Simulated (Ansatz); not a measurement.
# Profile along the N–Zr line in ZrN (rock salt)

ZrN (rock salt)

```
ZrN
1.0
    0.00000     2.29737     2.29737
    2.29737     0.00000     2.29737
    2.29737     2.29737     0.00000
N Zr
1 1
Direct
  0.00000   0.00000   0.00000
  0.50000   0.50000   0.50000
```

Fields along a shortest N–Zr line of a {110} plane (2.30 Å), from N to Zr, interpolated on the slice's grid (step about 0.2 Å). Level of theory: PBE (plane waves to 420 eV, PAW, scalar-relativistic; Ansatz, a first-principles code). k mesh 17×17×17. Inside the PAW spheres the values are not all-electron values, and peaks at nuclei hang on which shells count as valence. ZrN is run without spin polarisation. ZrN was relaxed with its symmetry unable to fall.

| distance from N (Å) | valence electron density (e/Å³) | electron localisation function |
|---|---|---|
| 0.00 | 3.51 | x |
| 0.23 | 3.55 | x |
| 0.46 | 2.53 | x |
| 0.69 | 1.20 | 0.81 |
| 0.92 | 0.59 | 0.53 |
| 1.15 | 0.45 | 0.16 |
| 1.38 | 0.86 | 0.39 |
| 1.61 | 2.32 | 0.77 |
| 1.84 | 3.97 | x |
| 2.07 | 3.62 | x |
| 2.30 | 2.64 | x |

x: too close to a nucleus for the ELF to mean much.

Density on the N–Zr line (2.30 Å) at its density minimum, 1.1 Å from N: 0.44 e/Å³. ELF at that point: 0.2.
